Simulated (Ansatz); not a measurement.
CsSnI3: ¹²⁷I nuclear quadrupole resonance

Cell: a computed structure from the Materials Project (it need not be an observed phase).

Space group Pnma (No. 62); a = 10.5977, b = 4.7828, c = 17.9646 Å.

```
site  Wyckoff  site symmetry       x       y       z
  Cs       4c            .m.  0.5841  0.2500  0.1699
  Sn       4c            .m.  0.8414  0.2500  0.9381
  I9       4c            .m.  0.5269  0.7500  0.6156
 I13       4c            .m.  0.7940  0.7500  0.2914
 I17       4c            .m.  0.6661  0.7500  0.9986
```

One atom of each set is listed.

Level of theory: DFT, PBE, plane waves and PAW, scalar-relativistic, 420 eV cutoff, Γ-centred 3×6×2 k-points, Fermi–Dirac smearing 0.02 eV (Ansatz 0.2.0).

¹²⁷I: I = 5/2, Q = -688.2 mb (year-2017 value). Static lattice, zero field.

Sites with a gradient: I9 (4 atoms; 3 Sn at 3.24–3.48 Å); I13 (4 atoms; 1 Sn at 3.00 Å); I17 (4 atoms; 2 Sn at 3.22 Å, angle 96°).

(1) The simulated spectrum has lines at 26.6, 40.3, 63.4, 82.7, 105.9, 145.4 MHz. Sort them into the sets that belong together, and say which site each set most likely comes from.

Answers

(1) For I = 5/2 and η = 0 the lines are 3|C_Q|/20 and twice that; η pulls their ratio below 2. I9: 26.6, 40.3 MHz (|C_Q| = 141 MHz, η = 0.52). I13: 82.7, 145.4 MHz (|C_Q| = 495 MHz, η = 0.33). I17: 63.4, 105.9 MHz (|C_Q| = 364 MHz, η = 0.40).

The sites follow from the calculation. At I17 V_zz stands upright on the plane of its two bonds (within 6°). At I13 V_zz points along its bond to Sn (within 1°). Like point charges on the first shell alone (each adding as 1/d³) would give the same order, so the shape of the shell goes a long way to explain it.

Without spin–orbit coupling the gradients at and beside I can be off by some per cent, at some sites by more.

Hardware: 2 threads of Intel Xeon Processor @ 2.50GHz (Skylake/Cascade Lake) (x86_64; 62 cores open to the job, memory cap 5.0 GiB, no GPU), a shared host with a load of 0.9 a core. Wall time 3.9 min, CPU time 6.8 min, peak memory 2.9 GiB.
